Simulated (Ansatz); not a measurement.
## Bands of AgPt$_{3}$

```yaml
crystal:
  lattice:
    - [3.90000, 0.00000, 0.00000]
    - [0.00000, 3.90000, 0.00000]
    - [0.00000, 0.00000, 3.90000]
  atoms:
    - { symbol: Ag, position: [0.00000, 0.00000, 0.00000] }
    - { symbol: Pt, position: [0.00000, 0.50000, 0.50000] }
    - { symbol: Pt, position: [0.50000, 0.00000, 0.50000] }
    - { symbol: Pt, position: [0.50000, 0.50000, 0.00000] }
```

Atom numbers follow the list: Ag1, Pt2, Pt3, Pt4.

The conventional cell has a = 3.900 Å, b = 3.900 Å, c = 3.900 Å, α = 90.00°, β = 90.00°, γ = 90.00°. Around Ag (atom 1) lie 12 Pt at 2.76 Å. Around Pt (atom 2) lie 4 Ag at 2.76 Å and 8 Pt at 2.76 Å.

The cell is COD entry 1509516, as deposited and not checked against the literature; nothing was relaxed. It is an old determination, and later ones may differ.

Spin polarisation is left out, and whether a magnetic state lies lower isn't shown here.

No spin–orbit coupling, which matters for the heavy atoms here.

Computed with DFT, LDA, all-electron LAPW, scalar-relativistic in Ansatz 0.2.0.

Numerical set-up: a Γ-centred 9×9×9 k mesh, Fermi–Dirac smearing of 0.08 eV, basis error target 0.5 meV/atom, no spin polarisation.

Points in fractions of the reciprocal vectors of this cell: Γ (0, 0, 0), X (0, 0.5, 0), M (0.5, 0.5, 0), R (0.5, 0.5, 0.5). The path runs Γ–X–M–Γ–R–X–R–M. Energies are in eV from the Fermi level; (×n) counts levels within 4 meV of each other, which need not be degenerate by symmetry.

(1) List the levels at M between -14 and 8 eV.

(2) List the levels at Γ between -14 and 8 eV.

(3) List the levels at R between -14 and 8 eV.

(4) What is the band gap?

Answers

(1) -6.05, -5.76 (×2), -5.16, -5.10 (×2), -4.92, -4.52, -4.45, -4.26, -4.09 (×2), -4.08, -2.45 (×2), -2.35 (×3), -1.54, -1.37, 0.50, 1.60, 2.15 (×2).

(2) -9.85, -7.07 (×2), -6.89, -6.64 (×3), -4.09 (×3), -2.38 (×2), -0.57 (×3), -0.41 (×2), 0.33, 0.78 (×3), 1.92 (×3).

(3) -7.31 (×3), -6.74, -4.62 (×2), -4.19 (×3), -3.70 (×3), -0.82 (×3), -0.55 (×2), -0.37 (×3), -0.33, 0.33 (×3), 5.54 (×3), 7.20.

(4) none: with an odd electron count and no spin polarisation the bands can't all be full, a metal in this set-up (in compounds, spin order or a distortion in a larger cell can open a gap).
